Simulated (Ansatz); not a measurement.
Consider the following.

ReS$_{2}$:
```
ReS2
1.0
    5.46203     0.00000     0.00000
    0.00000     5.46203     0.00000
    0.00000     0.00000     3.60530
Re S
2 4
Direct
  0.00000   0.00000   0.00000
  0.50000   0.50000   0.50000
  0.30301   0.30301   0.00000
  0.80301   0.19699   0.50000
  0.19699   0.80301   0.50000
  0.69699   0.69699   0.00000
```

This is the r²SCAN-relaxed structure.

Problem. All from DFT-r²SCAN in the program Ansatz with PAW potentials, unless another level is named. Predict the electronic character.

Solution. metallic (no gap).

Problem. What about the density of states at the Fermi level?

Solution. 0.95 states/eV per atom (mean over ±0.08 eV).

Problem. Give the formation energy from the elements (no fitted shifts).

Solution. -0.27 eV/atom.

Space group P4_2/mnm (rutile). A made-up cell: these elements were put on the sites of a structure type; neither database checked (COD, Materials Project) lists it. Whether it is the stable phase at ambient conditions was not checked. The r²SCAN relaxation kept the symmetry of its start; whether a distortion lowers the energy is not shown. The run is not spin-polarised. The references are the lowest solids computed at this level, not always the standard phases. Spin–orbit coupling is left out wherever it is not named.

Potentials: the later of the program's two PAW sets.
